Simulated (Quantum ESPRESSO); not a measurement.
## Si3PC3B (a curve over strain)

A calculation, not a measurement. The program is pw.x of Quantum ESPRESSO 7.5 (plane-wave density functional theory). The cell is made up: 8 atoms on a zincblende/diamond lattice, with randomly drawn elements, strain and displacements, not relaxed. PseudoDojo standard norm-conserving files (v0.5 for PBE, v0.4.1 for LDA and PBEsol) set the functional; there is no spin polarisation, spin-orbit coupling or dispersion term, and the masses in the input are unused placeholders.

Seven runs add a strain to one cell (shear xy, as the tensor component); the atoms follow the cell and are not relaxed. Stress in the table is positive in tension.

Input of the run at -0.0048:

```
&control calculation='scf', pseudo_dir='./dojo.nc.sr.pbe.v0_5.standard.upf', outdir='./o', disk_io='low', tprnfor=.true., tstress=.true. /
&system ibrav=0, nat=8, ntyp=4, nbnd=22, ecutwfc=82.02448710, nosym=.true., tot_charge=0,
 occupations='smearing', smearing='fd', degauss=0.0018374661
/
&electrons conv_thr=7.350e-09, electron_maxstep=60, /
ATOMIC_SPECIES
B 1.0 B.upf
C 1.0 C.upf
P 1.0 P.upf
Si 1.0 Si.upf
CELL_PARAMETERS angstrom
4.4725 0.0146 0.0624
0.0143 4.5325 0.0291
0.0623 0.0288 4.5891
ATOMIC_POSITIONS angstrom
Si 0.0056 0.0191 0.0053
Si 0.0352 2.2347 2.3266
P 2.2615 -0.0184 2.3915
Si 2.3084 2.286 0.0591
C 1.1798 1.095 1.2356
C 1.1948 3.4311 3.4171
C 3.3261 1.1397 3.5138
B 3.3813 3.4512 1.2721
K_POINTS automatic
4 4 4 1 1 1
```

| added strain | free energy less that of the input shown (eV) | stress xx (GPa) | stress yy (GPa) | stress zz (GPa) | stress xy (GPa) | pressure (GPa) | next band up at Gamma (eV) | iterations |
| --- | --- | --- | --- | --- | --- | --- | --- | --- |
| -0.0183 | 0.0217 | 8.42 | 11.57 | 14.80 | -4.24 | -11.60 | 0.520 | 11 |
| -0.0117 | 0.0007 | 8.55 | 11.69 | 14.88 | -1.56 | -11.71 | 0.571 | 11 |
| -0.0048 | 0.0000 | 8.58 | 11.70 | 14.93 | 1.22 | -11.74 | 0.620 | 11 |
| +0.0106 | 0.0767 | 8.29 | 11.34 | 14.92 | 7.43 | -11.52 | 0.619 | 11 |
| +0.0137 | 0.1056 | 8.16 | 11.20 | 14.90 | 8.69 | -11.42 | 0.607 | 12 |
| +0.0180 | 0.1523 | 7.95 | 10.96 | 14.85 | 10.43 | -11.26 | 0.587 | 12 |
| +0.0201 | 0.1785 | 7.84 | 10.84 | 14.83 | 11.29 | -11.17 | 0.576 | 11 |

A cubic fit gives a slope of stress xy against the added strain of 403 GPa at zero added strain, with the atoms clamped. Across the table the free energy follows the integral of the stress to within 0.4 meV. A rerun of one of the cells at 1347 eV and a 6 x 6 x 6 mesh moved values by no more than 0.008 eV in energy, 0.04 GPa in stress and 0.004 eV/Å in force. The band column is the level of band 17 at Gamma less that of band 16, whose number is half the electron count, rounded up; it comes from a band step after each run.